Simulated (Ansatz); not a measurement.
Polymorphs of Ge, each relaxed with plane-wave PAW LDA (Ansatz code):

A: diamond (Fd-3m)
a = b = c = 5.6221 Å, α = β = γ = 90.00°

```json
[
 {"atom": "Ge", "site": "8a", "symmetry": "-43m", "x": "0.0000", "y": "0.0000", "z": "0.0000"}
]
```

B: P6_3/mmc
a = b = 3.966 Å, c = 13.020 Å, α = β = 90.00°, γ = 120.00°

```json
[
 {"atom": "Ge", "site": "4e", "symmetry": "3m.", "x": "0.0000", "y": "0.0000", "z": "0.0932"},
 {"atom": "Ge", "site": "4f", "symmetry": "3m.", "x": "0.3333", "y": "0.6667", "z": "0.1559"}
]
```

### Question
Put the candidates in order of energy per atom at 0 K, lowest first, for LDA.

### Answer
A (+0 meV/atom), B (+7 meV/atom)

Not the usual ambient phase: B. All cells were relaxed under the symmetry of their starts (and spin orders); stability against distortions was not tested throughout. Scalar-relativistic: spin–orbit coupling is off unless named, which matters more the heavier the elements.

Energies hold the estimated change up to a 700 eV cutoff; steps of a few meV lie near the error of the meshes.

Potentials: the later of the program's two PAW sets.
